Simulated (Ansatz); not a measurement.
Level of theory: DFT PBE, scalar-relativistic, plane waves, PAW in Ansatz 0.2.0. The final run on the 8-atom cell used 420 eV, a Γ-centred 6×4×4 mesh, 0.02 eV smearing and no spin polarisation.

Energies over the elements count from the elements' standard structures at the same level, with no fitted energy shifts.

Question: Give a relaxed trial structure of an orthorhombic semiconductor with formula Be3ZnSe4, with a gap near 2.5 eV, a formation energy near −0.75 eV/atom and a density near 4.51 g/cm³, in a cell of 8 atoms. Its symmetry should be Pmm2 (No. 25).

Answer: Be3ZnSe4, space group Pmm2 (No. 25). Be on a site of symmetry mm2 is surrounded by 4 Se at 2.23–2.28 Å; Be on a site of symmetry m is surrounded by 4 Se at 2.25–2.28 Å; around Zn lie 4 Se at 2.43–2.45 Å; around Se on a site of symmetry m lie 3 Be at 2.23–2.26 Å and 1 Zn at 2.45 Å; 2 more sites not described.

```xyz
8
Lattice="3.7477 0.0000 0.0000 0.0000 7.5240 0.0000 0.0000 0.0000 5.3275" Properties=species:S:1:pos:R:3 pbc="T T T"
Be    0.0000    3.7620    0.0164
Be    1.8738    5.5685    2.6647
Be    1.8738    1.9556    2.6647
Zn    0.0000    0.0000    0.0035
Se    0.0000    2.0089    1.4002
Se    0.0000    5.5151    1.4002
Se    1.8738    0.0000    3.7825
Se    1.8738    3.7620    4.0502
```

- Volume per atom: 18.78 Å³
- Density: 4.51 g/cm³
- Energy over the elements: −0.755 eV/atom
- Gap on the 6×4×4 mesh of the 8-atom cell: 2.53 eV

The structure comes from a generated guess, relaxed at this level; another structure or a mixture of phases may lie lower. The answer needn't be unique; the calculation gave this one.

Kohn–Sham gaps at this level usually fall short of measured ones. The reference form of Se is held partly by dispersion forces, which this level lacks. A structure relaxed within its symmetry needn't be a true minimum.
